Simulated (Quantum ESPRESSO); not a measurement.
## AsSiF3O3 (finding a planted mistake in a log)

Simulated, not a measurement. The program is pw.x of Quantum ESPRESSO 7.5 (plane-wave density functional theory). The cell is made up: 8 atoms on a quartz lattice with one site empty, with randomly drawn elements, strain and displacements, not relaxed. PseudoDojo standard norm-conserving files (v0.5 for PBE, v0.4.1 for LDA and PBEsol) set the functional; there is no spin polarisation, spin-orbit coupling or dispersion term, and the masses in the input are unused placeholders.

Intended input:

```
&control calculation='scf', pseudo_dir='./dojo.nc.sr.pbe.v0_5.standard.upf', outdir='./o', disk_io='low', tprnfor=.true., tstress=.true. /
&system ibrav=0, nat=8, ntyp=4, nbnd=35, ecutwfc=84.00895049, nosym=.true., tot_charge=0,
 occupations='smearing', smearing='fd', degauss=0.0018374661
/
&electrons conv_thr=7.350e-09, electron_maxstep=60, /
ATOMIC_SPECIES
As 1.0 As.upf
F 1.0 F.upf
O 1.0 O.upf
Si 1.0 Si.upf
CELL_PARAMETERS angstrom
4.9976 0.0 0.0
-2.4988 4.3281 0.0
0.0 0.0 5.4855
ATOMIC_POSITIONS angstrom
As -1.1474 2.1468 1.765
Si 1.3041 2.3422 0.0229
F 1.4733 1.2165 4.3157
F 3.3198 0.6755 2.5297
O 2.7586 2.5738 0.7089
F 0.2537 1.8203 1.1252
O -1.1109 3.1438 3.0275
O 0.8613 3.7618 4.8598
K_POINTS automatic
5 5 4 1 1 1
```

The log is shortened where brackets say so; the opening notice, blank lines, dates and the lines on written files are dropped, and the path of the files is cut. It prints rydbergs, bohrs and kilobars, and counts compression as positive stress. Where no state is partly filled, the Fermi energy that it prints is only some level between the filled and the empty states on the mesh, and need not lie in the true gap.

Log of the intended run:

```
     Program PWSCF v.7.5
     Parallel version (MPI & OpenMP), running on       4 processor cores
     Number of MPI processes:                 4
     Threads/MPI process:                     1
     [start-up lines left out]
     bravais-lattice index     =            0
     lattice parameter (alat)  =       9.4441  a.u.
     unit-cell volume          =     800.7033 (a.u.)^3
     number of atoms/cell      =            8
     number of atomic types    =            4
     number of electrons       =        58.00
     number of Kohn-Sham states=           35
     kinetic-energy cutoff     =      84.0090  Ry
     charge density cutoff     =     336.0358  Ry
     scf convergence threshold =      7.3E-09
     mixing beta               =       0.7000
     number of iterations used =            8  plain     mixing
     Exchange-correlation= PBE
                           (   1   4   3   4   0   0   0)
     [axes and pseudopotential details left out]
   Cartesian axes
     site n.     atom                  positions (alat units)
         1        As     tau(   1) = (  -0.2295902   0.4295662   0.3531695  )
         2        Si     tau(   2) = (   0.2609453   0.4686650   0.0045822  )
         3        F      tau(   3) = (   0.2948015   0.2434168   0.8635545  )
         4        F      tau(   4) = (   0.6642789   0.1351649   0.5061830  )
         5        O      tau(   5) = (   0.5519850   0.5150072   0.1418481  )
         6        F      tau(   6) = (   0.0507644   0.3642348   0.2251481  )
         7        O      tau(   7) = (  -0.2222867   0.6290619   0.6057908  )
         8        O      tau(   8) = (   0.1723427   0.7527213   0.9724268  )
     number of k points=    50  Fermi-Dirac smearing, width (Ry)=  0.0018
                       cart. coord. in units 2pi/alat
        k(    1) = (   0.1000000   0.1732030   0.1138821), wk =   0.0400000
        k(    2) = (   0.1000000   0.1732030   0.3416462), wk =   0.0400000
     [further k points left out]
     Dense  grid:    83317 G-vectors     FFT dimensions: (  60,  60,  64)
     Estimated max dynamical RAM per process >     182.45 MB
     Estimated total dynamical RAM >     668.79 MB
     Initial potential from superposition of free atoms
     starting charge      57.9991, renormalised to      58.0000
     Starting wfcs are   37 randomized atomic wfcs
     total cpu time spent up to now is        4.0 secs
     per-process dynamical memory:   140.9 Mb
     Self-consistent Calculation
     iteration #  1     ecut=    84.01 Ry     beta= 0.70
     Davidson diagonalization with overlap
     ethr =  1.00E-02,  avg # of iterations =  3.0
     total cpu time spent up to now is       12.8 secs
     total energy              =    -466.28553239 Ry
     estimated scf accuracy    <       2.51718667 Ry
     iteration #  2     ecut=    84.01 Ry     beta= 0.70
     Davidson diagonalization with overlap
     ethr =  4.34E-03,  avg # of iterations =  3.0
     total cpu time spent up to now is       19.1 secs
     total energy              =    -465.44391613 Ry
     estimated scf accuracy    <       9.89891670 Ry
     [iterations 3 to 11 left out]
     iteration # 12     ecut=    84.01 Ry     beta= 0.70
     Davidson diagonalization with overlap
     ethr =  9.84E-11,  avg # of iterations =  3.8
     total cpu time spent up to now is       96.5 secs
     total energy              =    -467.50256663 Ry
     estimated scf accuracy    <       0.00000002 Ry
     iteration # 13     ecut=    84.01 Ry     beta= 0.70
     Davidson diagonalization with overlap
     ethr =  3.93E-11,  avg # of iterations =  2.0
     total cpu time spent up to now is      102.2 secs
     End of self-consistent calculation
     [lines on levels left out]
     the Fermi energy is     3.7604 ev
!    total energy              =    -467.50256664 Ry
     estimated scf accuracy    <          8.0E-10 Ry
     smearing contrib. (-TS)   =      -0.00000000 Ry
     internal energy E=F+TS    =    -467.50256664 Ry
     The total energy is F=E-TS. E is the sum of the following terms:
     one-electron contribution =    -338.37670067 Ry
     hartree contribution      =     194.54867000 Ry
     xc contribution           =    -109.24555148 Ry
     ewald contribution        =    -214.42898449 Ry
     convergence has been achieved in  13 iterations
     Forces acting on atoms (cartesian axes, Ry/au):
     atom    1 type  1   force =    -0.28492196    0.03633990    0.42221513
     atom    2 type  4   force =     0.08549775    0.17981094   -0.35321638
     atom    3 type  2   force =    -0.03049407    0.03323064    0.09079451
     atom    4 type  2   force =     0.02774833   -0.01024338   -0.05595642
     atom    5 type  3   force =    -0.10019160    0.01881782   -0.13462669
     atom    6 type  2   force =     0.25780062   -0.17113262   -0.06182065
     atom    7 type  3   force =     0.02790767    0.01708618   -0.01670376
     atom    8 type  3   force =     0.01665327   -0.10390949    0.10931425
     Total force =     0.769360     Total SCF correction =     0.000065
     Computing stress (Cartesian axis) and pressure
          total   stress  (Ry/bohr**3)                   (kbar)     P=      140.04
   0.00214363  -0.00021535  -0.00020434          315.34      -31.68      -30.06
  -0.00021535  -0.00003082  -0.00004856          -31.68       -4.53       -7.14
  -0.00020434  -0.00004856   0.00074316          -30.06       -7.14      109.32
     init_run     :      3.66s CPU      3.89s WALL (       1 calls)
     electrons    :     97.05s CPU     98.26s WALL (       1 calls)
     forces       :      1.00s CPU      1.05s WALL (       1 calls)
     stress       :      3.29s CPU      3.29s WALL (       1 calls)
     [timing details left out]
     PWSCF        :   1m45.11s CPU   1m46.68s WALL
     JOB DONE.
```

A second run was made from an input with one planted mistake. Its log:

```
     Program PWSCF v.7.5
     Parallel version (MPI & OpenMP), running on       4 processor cores
     Number of MPI processes:                 4
     Threads/MPI process:                     1
     [start-up lines left out]
     bravais-lattice index     =            0
     lattice parameter (alat)  =       9.4441  a.u.
     unit-cell volume          =     800.7033 (a.u.)^3
     number of atoms/cell      =            8
     number of atomic types    =            4
     number of electrons       =        59.00
     number of Kohn-Sham states=           36
     kinetic-energy cutoff     =      84.0090  Ry
     charge density cutoff     =     336.0358  Ry
     scf convergence threshold =      7.3E-09
     mixing beta               =       0.7000
     number of iterations used =            8  plain     mixing
     Exchange-correlation= PBE
                           (   1   4   3   4   0   0   0)
     [axes and pseudopotential details left out]
   Cartesian axes
     site n.     atom                  positions (alat units)
         1        As     tau(   1) = (  -0.2295902   0.4295662   0.3531695  )
         2        Si     tau(   2) = (   0.2609453   0.4686650   0.0045822  )
         3        F      tau(   3) = (   0.2948015   0.2434168   0.8635545  )
         4        F      tau(   4) = (   0.6642789   0.1351649   0.5061830  )
         5        O      tau(   5) = (   0.5519850   0.5150072   0.1418481  )
         6        F      tau(   6) = (   0.0507644   0.3642348   0.2251481  )
         7        O      tau(   7) = (  -0.2222867   0.6290619   0.6057908  )
         8        O      tau(   8) = (   0.1723427   0.7527213   0.9724268  )
     number of k points=    50  Fermi-Dirac smearing, width (Ry)=  0.0018
                       cart. coord. in units 2pi/alat
        k(    1) = (   0.1000000   0.1732030   0.1138821), wk =   0.0400000
        k(    2) = (   0.1000000   0.1732030   0.3416462), wk =   0.0400000
     [further k points left out]
     Dense  grid:    83317 G-vectors     FFT dimensions: (  60,  60,  64)
     Estimated max dynamical RAM per process >     185.33 MB
     Estimated total dynamical RAM >     680.29 MB
     Initial potential from superposition of free atoms
     starting charge      57.9991, renormalised to      59.0000
     Starting wfcs are   37 randomized atomic wfcs
     total cpu time spent up to now is        4.9 secs
     per-process dynamical memory:   142.8 Mb
     Self-consistent Calculation
     iteration #  1     ecut=    84.01 Ry     beta= 0.70
     Davidson diagonalization with overlap
     ethr =  1.00E-02,  avg # of iterations =  4.2
     total cpu time spent up to now is       14.5 secs
     total energy              =    -466.01271129 Ry
     estimated scf accuracy    <       2.20704861 Ry
     iteration #  2     ecut=    84.01 Ry     beta= 0.70
     Davidson diagonalization with overlap
     ethr =  3.74E-03,  avg # of iterations =  3.0
     total cpu time spent up to now is       22.6 secs
     total energy              =    -465.47123159 Ry
     estimated scf accuracy    <       7.47041426 Ry
     [iterations 3 to 10 left out]
     iteration # 11     ecut=    84.01 Ry     beta= 0.70
     Davidson diagonalization with overlap
     ethr =  1.17E-09,  avg # of iterations =  2.0
     total cpu time spent up to now is       85.1 secs
     total energy              =    -467.10922526 Ry
     estimated scf accuracy    <       0.00000002 Ry
     iteration # 12     ecut=    84.01 Ry     beta= 0.70
     Davidson diagonalization with overlap
     ethr =  3.61E-11,  avg # of iterations =  3.9
     total cpu time spent up to now is       92.4 secs
     End of self-consistent calculation
     [lines on levels left out]
     the Fermi energy is     5.8932 ev
!    total energy              =    -467.10922527 Ry
     estimated scf accuracy    <          6.5E-09 Ry
     smearing contrib. (-TS)   =      -0.00025180 Ry
     internal energy E=F+TS    =    -467.10897346 Ry
     The total energy is F=E-TS. E is the sum of the following terms:
     one-electron contribution =    -339.33764131 Ry
     hartree contribution      =     196.81897810 Ry
     xc contribution           =    -110.16132577 Ry
     ewald contribution        =    -214.42898449 Ry
     convergence has been achieved in  12 iterations
     Forces acting on atoms (cartesian axes, Ry/au):
     atom    1 type  1   force =    -0.28080179    0.04534389    0.39858872
     atom    2 type  4   force =     0.07908942    0.18832430   -0.30309568
     atom    3 type  2   force =    -0.02713172    0.02593602    0.06073647
     atom    4 type  2   force =    -0.01454004   -0.06254083   -0.00320196
     atom    5 type  3   force =    -0.17608824    0.05759772   -0.16845205
     atom    6 type  2   force =     0.40316980   -0.19269263   -0.11180550
     atom    7 type  3   force =    -0.00434890    0.04447285    0.03473599
     atom    8 type  3   force =     0.02065148   -0.10644132    0.09249401
     Total force =     0.825221     Total SCF correction =     0.000230
     Computing stress (Cartesian axis) and pressure
          total   stress  (Ry/bohr**3)                   (kbar)     P=      370.97
   0.00405849  -0.00030646  -0.00039388          597.03      -45.08      -57.94
  -0.00030646   0.00124121  -0.00007956          -45.08      182.59      -11.70
  -0.00039388  -0.00007956   0.00226570          -57.94      -11.70      333.30
     init_run     :      4.51s CPU      4.76s WALL (       1 calls)
     electrons    :     86.13s CPU     87.50s WALL (       1 calls)
     forces       :      1.17s CPU      1.23s WALL (       1 calls)
     stress       :      3.81s CPU      3.86s WALL (       1 calls)
     [timing details left out]
     PWSCF        :   1m35.80s CPU   1m37.63s WALL
     JOB DONE.
```

Question: what was wrong in the second input?

Answer: the cell has the wrong charge. The input lines that differ, file-writing options aside:

```
- &system ibrav=0, nat=8, ntyp=4, nbnd=35, ecutwfc=84.00895049, nosym=.true., tot_charge=0,
+ &system ibrav=0, nat=8, ntyp=4, nbnd=36, ecutwfc=84.00895049, nosym=.true., tot_charge=-1,
```

|  | intended run | run with the mistake |
| --- | --- | --- |
| free energy (eV) | -6360.696 | -6355.345 |
| smearing term -TS (eV) | 0.0000 | -0.0034 |
| pressure (GPa) | 14.00 | 37.10 |
| largest force component (eV/Å) | 10.856 | 10.366 |
| largest change of a force component (eV/Å) |  | 3.738 |
| iterations | 13 | 12 |

For scale, a rerun of the intended cell at a cutoff of 1437 eV and k mesh 7 x 7 x 6 moved values by no more than 0.004 eV in energy, 0.02 GPa in stress and 0.003 eV/Å in force. The charged cell sits in a uniform background, so its energy and stress rest on the program's zero of potential. The number of bands, nbnd, was set by rule from the electron count and the smearing, so it follows the mistake.